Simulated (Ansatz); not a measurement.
A geometry of Hf away from equilibrium: step 2 of the relaxation of a generated cell, Hf placed in the AFLOW prototype A_aP4_2_aci. These are PBEsol (plane waves to 420 eV, PAW, scalar-relativistic; Ansatz, a quantum-chemistry and plane-wave program) values and carry that method's errors. Γ-centred k-mesh 11×9×4 on the run's cell (coarser than for final values), Fermi–Dirac smearing 0.05 eV. The plane waves were selected for a different cell earlier on the path.

```
Hf
1.0
    3.06088    -0.03161    -0.00780
    0.26912     3.50582    -0.03531
    0.10643     0.50413     8.02367
Hf
4
Cartesian
  0.00000   0.00000   0.00000
  0.05321   0.25206   4.01184
  1.63497   1.98130   2.02136
  1.80146   1.99703   5.95920
```

Problem. What forces act on the atoms (eV/Å)?

Solution. 
```csv
atom,Fx,Fy,Fz
Hf1,0.00,0.00,0.00
Hf2,0.00,0.00,0.00
Hf3,0.36,-0.52,-0.19
Hf4,-0.36,0.52,0.19
```

The path ends in Fm-3m (No. 225) (fcc (Cu type)). No spin polarisation in the result.

The run could not lose the symmetry of its start: the end is stationary, and may be a saddle point rather than a minimum.

The end of the path is a generated cell of Hf: the first start was made by placing the elements on the sites of a structure type, and the end was not matched to a known phase here, so it may be hypothetical. Known forms of Hf include space group No. 194.
